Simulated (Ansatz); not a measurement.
**Structures of Re$_{2}$B$_{3}$: which is lowest?**

Plane-wave DFT in Ansatz with scalar-relativistic PAW potentials, cutoff 420 eV, Γ-centred meshes chosen by cell and gap, Gaussian smearing with energies taken to zero width. Every cell was relaxed (cell and atoms) in a run of its own, within the symmetry of its start. Functional: PBE.

Relaxed structures (starts from databases or built by putting these elements on another compound's sites):
A. P-3m1, 5 atoms in the computed cell, a = 3.782 Å, c = 4.304 Å; sites (symmetry × multiplicity) Re 3m. × 2, B -3m. × 1 + 3m. × 2; start: built
B. R-3m, 5 atoms in the computed cell, a = 3.039 Å, c = 17.811 Å; sites (symmetry × multiplicity) Re 3m × 6, B -3m × 3 + 3m × 6; start: built

Question: Rank them by energy. Could pressure change the order?

Answer:
| structure | group | E − E(lowest) (meV/atom) | V (Å³/atom) | gap on mesh (eV) |
| --- | --- | --- | --- | --- |
| B | R-3m | 0.0 | 9.50 | 0.00 |
| A | P-3m1 | 374 | 10.66 | 0.00 |

B is lowest, 374 meV/atom under A. The lowest is also the densest of these, so pressure wouldn't bring one of the others in at first order. Other structures may lie lower than all of these, and vibrations aren't counted.

Spin-orbit coupling is left out, which matters for the bands of heavy elements.